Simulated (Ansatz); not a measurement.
YN:
Space group Fm-3m (No. 225); a = b = c = 4.856 Å, α = β = γ = 90.00°

```
atom  site  symmetry       x       y       z
----  ----  --------  ------  ------  ------
Y       4a      m-3m  0.0000  0.0000  0.0000
N       4b      m-3m  0.5000  0.5000  0.5000
```
(The calculation used a cell of 2 atoms; values per cell refer to that cell.)

Relaxed with PBEsol. Plane-wave PAW PBEsol (Ansatz code) gives a gap of 0.07 eV.

### Question
What gap does HSE06 give on the same cell (Ansatz, PAW)?

### Answer
1.05 eV, 0.98 eV more. The hybrid was solved on a coarser mesh and at special points; its gap is the smallest among all of these.

| k | v1 PBEsol | c1 PBEsol | v1 HSE06 | c1 HSE06 |
|---|---|---|---|---|
| Γ | 0.00 | 3.13 | ___ | ___ |
| X | -0.37 | 0.07 | -0.44 | 1.05 |
| L | -2.32 | 5.79 | ___ | ___ |
| W | -1.55 | 4.02 | ___ | ___ |
| K | -1.34 | 2.42 | ___ | ___ |

### Question
Top valence (v1) and lowest conduction level (c1) in eV from each method's valence maximum (which need not be a listed point): supply the withheld HSE06 values.

### Answer

- K, v1 HSE06: -1.47
- K, c1 HSE06: 3.53
- Γ, v1 HSE06: 0.00
- Γ, c1 HSE06: 4.35
- W, v1 HSE06: -1.71
- W, c1 HSE06: 5.27
- L, v1 HSE06: -2.52
- L, c1 HSE06: 7.27

Cost on shared cores: the PBEsol run (SCF on a 10×10×10 mesh, then bands and DOS) about 6 core-seconds (a rough figure), the HSE06 run (SCF on 7×7×7, then a few points) about 80 core-seconds (a rough figure); the tasks are unlike.

Symmetry was held in the PBEsol relaxation. No spin polarisation was allowed. Scalar-relativistic: spin–orbit coupling is off unless named, which matters more the heavier the elements.

Potentials: the later of the program's two PAW sets.
